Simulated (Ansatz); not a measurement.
Mg (hcp, Mg type)

```yaml
crystal:
  lattice:
    - [6.37233, 0.00000, 0.00000]
    - [-1.59308, 2.75930, 0.00000]
    - [0.00000, 0.00000, 5.22349]
  atoms:
    - { symbol: Mg, position: [0.16667, 0.66667, 0.75000] }
    - { symbol: Mg, position: [0.66667, 0.66667, 0.75000] }
    - { symbol: Mg, position: [0.33333, 0.33333, 0.25000] }
    - { symbol: Mg, position: [0.83333, 0.33333, 0.25000] }
```

The atoms are displaced by Q × the pattern below (from a DFPT mode at M = (0.5, 0.0, 0.0), largest move 1; Q in Å), at fixed cell. (q is in reciprocal vectors of the primitive cell; the cell shown is doubled to hold the pattern.)

```tsv
atom	x	y	z
Mg1	0.000	0.000	1.000
Mg2	0.000	0.000	-1.000
Mg3	0.000	0.000	-1.000
Mg4	0.000	0.000	1.000
```

All values below come from PBE (plane waves to 420 eV, PAW, scalar-relativistic; Ansatz, a quantum-chemistry and plane-wave program). k mesh 17×17×9 (Γ-centred), Fermi-Dirac smearing 0.05 eV. E stands for the smeared free energy. With partly filled bands, energies and forces of such displacements shift with the k mesh and the smearing. Mg was relaxed with its symmetry unable to fall. The PAW data are Ansatz's earlier set. ΔE is measured from the undisplaced structure. The last digit holds for this mesh only.

| Q (Å) | ΔE (meV/cell) |
|---|---|
| -0.180 | 230.4 |
| -0.150 | 157.3 |
| -0.120 | 99.3 |
| -0.090 | 55.2 |
| -0.060 | withheld |
| -0.030 | 6.1 |
| 0.000 | 0.0 |
| 0.030 | 6.1 |
| 0.060 | withheld |
| 0.090 | 55.2 |
| 0.120 | 99.3 |
| 0.150 | 157.3 |
| 0.180 | 230.4 |

Q: Fit an even polynomial form (powers 2, 4) to the given rows and predict ΔE at Q = 0.060.

A: Least squares on the 11 given rows: ΔE = (6720)·Q² + (12060)·Q⁴, in meV/cell with Q in Å; root-mean-square residual 0.03 meV/cell. At 0.060 the fit gives 24.3 meV/cell; the calculation gives 24.3 meV/cell, the same to the digits shown. The quadratic term alone would give 24.2 meV/cell.

(For displaced atoms, the force is minus the slope of the energy, and its curvature is a force constant, which sets phonon frequencies.)
